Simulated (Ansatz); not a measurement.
# GaAs₂: rattling a relaxed structure

The cell was found from a proposed guess, not taken from experiment.

Computed with Ansatz, DFT PBE, scalar-relativistic, plane waves, PAW. Plane waves to 420 eV, a k mesh through Γ of 12×12×4 on the computed 6-atom cell and Gaussian smearing (0.10 eV); no spin polarisation.

The cell below (6 atoms, space group P-3m1 (No. 164)) is relaxed within its symmetry.

```cif
data_structure
_symmetry_space_group_name_H-M 'P 1'
_symmetry_Int_Tables_number 1
_cell_length_a 3.9308
_cell_length_b 3.9308
_cell_length_c 11.4251
_cell_angle_alpha 90.000
_cell_angle_beta 90.000
_cell_angle_gamma 120.000
_cell_volume 152.88
loop_
_atom_site_label
_atom_site_type_symbol
_atom_site_fract_x
_atom_site_fract_y
_atom_site_fract_z
_atom_site_occupancy
Ga1 Ga 0.33333 0.66667 0.08306 1
Ga2 Ga 0.66667 0.33333 0.91694 1
As1 As 0.66667 0.33333 0.55693 1
As2 As 0.33333 0.66667 0.44307 1
As3 As 0.66667 0.33333 0.16375 1
As4 As 0.33333 0.66667 0.83625 1
```

For the test a repeat of it with 12 atoms (edges 3.93, 6.81, 11.43 Å) was strained at random (σ = 1.5 % a component), the atoms were moved at random (σ = 0.05 Å), and all was relaxed again on a coarse 6×4×2 mesh (in the run’s order of axes) with 0.20 eV smearing, with no symmetry imposed.

No dispersion correction is applied, so the spacing and binding between layers, chains or molecules are poorly described.

Question: Does it come back?

Answer: It returns, within 1 meV/atom of the unmoved cell on that mesh and with the same symmetry when read at 0.1 Å (P1 at 0.01 Å, so small strains and shifts remain). So it is stable against the distortions that fit this cell and that this random move excites. Modes that don't fit the cell aren't tested.
